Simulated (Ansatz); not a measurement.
## Clamped-ion strain scan in Cd

Method: DFT PBEsol, scalar-relativistic, plane waves, PAW (Ansatz). Cutoff 420 eV, Γ-centred 18×18×18 k-points, Gaussian smearing of 0.15 eV. No spin polarisation. Energies are free energies at this smearing, counted from the undisturbed cell; pressure is positive in compression.

The undisturbed cell (as given, not relaxed at this level; it stands at -2.1 GPa; this fcc form isn't the usual structure):

```
Cd
1.0
     0.00000    2.21815    2.21815
     2.21815    0.00000    2.21815
     2.21815    2.21815    0.00000
Cd
1
Direct
  0.00000 0.00000 0.00000
```

The cell is strained by ε times the Voigt pattern (0, 1, 0, 0, 0, 0) (xx, yy, zz, yz, xz, xy; engineering shear) with fractional coordinates fixed. The cell is metallic on the mesh throughout.

Problem. Over the sampled range (-0.0200 to 0.0150), is the undisturbed cell the lowest point?

Solution. No: the energy is lower at ε = -0.0200, -4.0 in ΔE (meV/atom).

The scan:

| ε | ΔE (meV/atom) |
| --- | --- |
| -0.0200 | -4.0 |
| -0.0100 | -2.4 |
| 0.0000 | 0.0 |
| 0.0050 | 1.6 |
| 0.0150 | 5.4 |